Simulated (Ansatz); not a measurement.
## WI2O2 — coordination and 17O quadrupole coupling

Cell: a structure deposited in the COD.

```xyz
5
Lattice="-1.8742 1.9525 8.3141 1.8742 -1.9525 8.3141 1.8742 1.9525 -8.3141" Properties=species:S:1:pos:R:3 pbc="T T T"
W     0.0000    0.0000    0.0000
I     0.0000    0.0000    2.6725
I     0.0000    0.0000   13.9558
O     0.0000    1.9525    0.0000
O     1.8742    0.0000    0.0000
```

Sites (sets of like atoms) are named by element and the number of their first atom in this list.

Level of theory: DFT, PBE, plane waves and PAW, scalar-relativistic, 420 eV cutoff, Γ-centred 12×12×12 k-points, Fermi–Dirac smearing 0.05 eV (Ansatz 0.2.0).

Q(17O) = -25.58 mb.

Task: Rank these O sites by |C_Q|, smallest first.
A. O5: 2 W at 1.87 Å, angle 180°
B. O4: 2 W at 1.95 Å, angle 180°

Result: A (1.80 MHz, η = 0.77), B (2.91 MHz, η = 0.13).

At this cell the principal stresses reach 6 GPa in size with PBE, which can matter for small gradients. The largest force is 0.4 eV/Å, so the atoms aren't at the calculated equilibrium and relaxing them would move these values. With no gap above 0.1 eV, as in a metal, the gradients converge slowly in k; expect changes of a tenth or more on a denser mesh. Without spin–orbit coupling the gradients at and beside W can be off by some per cent, at some sites by more.
